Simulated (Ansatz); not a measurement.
Given:

La$_{3}$Ni$_{2}$O$_{7}$:
```cif
data_La3Ni2O7
_chemical_formula_sum 'Ni2 O7 La3'
_space_group_name_H-M_alt 'P 1'
_space_group_IT_number 1
_cell_length_a 10.47429
_cell_length_b 10.47429
_cell_length_c 10.47429
_cell_angle_alpha 158.849
_cell_angle_beta 158.849
_cell_angle_gamma 30.086
loop_
_space_group_symop_operation_xyz
  'x, y, z'
loop_
_atom_site_label
_atom_site_type_symbol
_atom_site_fract_x
_atom_site_fract_y
_atom_site_fract_z
_atom_site_occupancy
Ni1 Ni 0.90187 0.90187 0.00000 1
O1 O 0.90282 0.40282 0.50000 1
O2 O 0.40282 0.90282 0.50000 1
La1 La 0.50000 0.50000 0.00000 1
O3 O 0.00000 0.00000 0.00000 1
Ni2 Ni 0.09813 0.09813 0.00000 1
O4 O 0.09718 0.59718 0.50000 1
O5 O 0.59718 0.09718 0.50000 1
La2 La 0.32134 0.32134 0.00000 1
O6 O 0.79642 0.79642 0.00000 1
La3 La 0.67866 0.67866 0.00000 1
O7 O 0.20358 0.20358 0.00000 1
```
The run is spin-polarised; directions of the spins, atom by atom: ↑ 0 0 0 0 ↑ 0 0 0 0 0 0.

This is the r²SCAN-relaxed structure.

Problem. All from the program Ansatz at the r²SCAN level (PAW), unless another level is named. Give the electronic character.

Solution. metallic (no gap).

Problem. Predict the formation energy from the elements (no fitted shifts).

Solution. -2.73 eV/atom.

Problem. Next, the density of states at the Fermi level?

Solution. 0.11 states/eV per atom (mean over ±0.08 eV).

Space group I4/mmm. The start of the workflow was typed in or built on a structure type; neither database checked (COD, Materials Project) lists it. Its standing as an ambient phase is unchecked. Symmetry was held in the r²SCAN relaxation; its stability against distortions is not shown here. The final state is ferromagnetic, the only order run, not a proven ground state. The program gave a warning on the electronic state, which may not be the lowest. No Hubbard U is applied. The compound may be a true metal, but semilocal functionals without U, or a wrong spin order, can also close a gap. The references are the lowest solids computed at this level, not always the standard phases (solids in place of the gases). Spin–orbit coupling is left out wherever it is not named.

Potentials: the earlier of the program's two PAW sets.
